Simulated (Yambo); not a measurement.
**How GW settings move the gap: BaCuSF**

G0W0@LDA for BaCuSF (space group P4/nmm, No. 129) in Yambo. Reference settings: 4×4×1 Γ-centred k mesh, bands 9 to 182 and a 6 Ry block in the screening, 182 bands in G with the Bruneval-Gonze terminator, plasmon pole fitted at 27.2 eV. The LDA gap Γ → Γ on this mesh is 1.48 eV; G0W0 gaps are taken between the same points.

```csv
change from the reference,G0W0 gap Γ → Γ (eV),shift of the valence edge (eV),rough Yambo cost
reference settings,2.77,-0.58,1
"145 bands in W, 145 bands in G",2.81,-0.54,within a factor of two
wavefunctions cut at 20 Ry,2.22,0.26,within a factor of two
"63 bands in W, 63 bands in G, 2 Ry block",3.71,-0.90,about 1/4
"63 bands in W, 63 bands in G, 5 Ry block",3.34,-0.44,about 1/3
"83 bands in W, 83 bands in G, 2 Ry block",3.46,-0.92,about 1/3
"112 bands in W, 112 bands in G, 2 Ry block",3.25,-0.96,about 1/2
"112 bands in W, 112 bands in G, 3 Ry block",3.08,-0.76,about 1/2
"112 bands in W, 112 bands in G, 4 Ry block",2.91,-0.54,within a factor of two
"145 bands in W, 145 bands in G, 2 Ry block",3.17,-0.98,within a factor of two
"145 bands in W, 145 bands in G, 5 Ry block",2.83,-0.57,within a factor of two
"145 bands in W, 145 bands in G, 3 Ry block, no terminator",2.97,-0.64,within a factor of two
"145 bands in W, 145 bands in G, no terminator",2.78,-0.30,within a factor of two
"112 bands in W, 112 bands in G, no terminator",2.86,-0.21,within a factor of two
"3 Ry block, no terminator",2.90,-0.69,within a factor of two
```

The reference isn't shown to be the converged limit. Costs are rough (shared machines), scaled to the same edge states, and given only for runs that recompute the screening.

The filled Cu 3d shell has no Hubbard U; semilocal functionals place it too high.

Geometry of the Materials Project entry, not relaxed at this level; primitive cell a = b = 4.1299 Å, c = 9.1065 Å, α = β = γ = 90.00°.

The structure is a Materials Project entry; no match was found in the copy of COD used, and its stability was not checked.

A shift is the quasiparticle energy of the state minus its LDA energy.
